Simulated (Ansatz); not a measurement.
Relaxed-ion elastic tensor of BaZrO3 (cubic perovskite, Pm-3m) in GPa (Voigt order), r²SCAN in the plane-wave PAW code Ansatz; density 6.18 g/cm³, 14.87 Å³ per atom.

```tsv
	1	2	3	4	5	6
1	319	85.5	85.5	0.0	0.0	0.0
2	85.5	319	85.5	0.0	0.0	0.0
3	85.5	85.5	319	0.0	0.0	0.0
4	0.0	0.0	0.0	91.0	0.0	0.0
5	0.0	0.0	0.0	0.0	91.0	0.0
6	0.0	0.0	0.0	0.0	0.0	91.0
```

Task: Is the crystal mechanically stable?

Result: Yes: the smallest eigenvalue of C is 91.0 GPa.

Task: Work out the Voigt, Reuss and Hill averages.

Result: K_V = 163, K_R = 163, K_H = 163; G_V = 101, G_R = 99.8, G_H = 101 GPa.

Task: Give Young's modulus, Poisson's ratio, Pugh's ratio and the universal anisotropy index.

Result: E = 9KG/(3K + G) = 250 GPa; ν = 0.24; K/G = 1.63 (brittle by the Pugh limit of 1.75); A_U = 5G_V/G_R + K_V/K_R − 6 = 0.07.

Task: Estimate the sound speeds and the Debye temperature.

Result: v_l = √((K + 4G/3)/ρ) = 6940 m/s, v_t = √(G/ρ) = 4030 m/s, mean 4480 m/s; Θ = (h/k)(3n/4πV)^(1/3) v_m = 542 K.

Task: Give the Zener ratio and Young's modulus along [100], [110] and [111].

Result: A = 2C44/(C11 − C12) = 0.78; 1/E = S11 − 2(S11 − S12 − S44/2)Γ with Γ = 0, 1/4, 1/3 gives 283, 241, 230 GPa.

The r²SCAN relaxation kept the symmetry of its start; phonons on a q-mesh show weakly imaginary modes. No spin polarisation was allowed. Spin–orbit coupling is left out wherever it is not named.

Potentials: the later of the program's two PAW sets.
